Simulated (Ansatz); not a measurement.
CsHgCl$_{3}$ (cubic perovskite, Pm-3m) under volume change, plane-wave PAW PBEsol (Ansatz code), scaled uniformly.

| V (Å³/atom) | E − E(relaxed) (meV/atom) | P (GPa) |
|---|---|---|
| 26.621 | ___ | ___ |
| 27.499 | 12.7 | 2.48 |
| 28.376 | 3.0 | 1.12 |
| 29.254 | 0.0 | -0.01 |
| 30.131 | 2.7 | -0.94 |
| 31.009 | 10.0 | -1.72 |
| 31.887 | ___ | ___ |

**Question.** Complete the blanks.

**Answer.** 
- 31.887, E − E(relaxed) (meV/atom): 21.3
- 31.887, P (GPa): -2.36
- 26.621, E − E(relaxed) (meV/atom): 30.7
- 26.621, P (GPa): 4.12

**Question.** What does a third-order Birch–Murnaghan fit give for V₀, B₀ and B′?

**Answer.** V₀ = 29.25 Å³/atom, B₀ = 34.2 GPa, B′ = 5.2.

The workflow started from an entry of the Crystallography Open Database (COD), which files this formula under 2 space groups. Whether it is the stable phase at ambient conditions was not checked. The cell was relaxed with PBEsol under the symmetry of its start; of distortions, only those at the zone centre were tested. Spin–orbit coupling is left out wherever it is not named.

Potentials: the later of the program's two PAW sets.
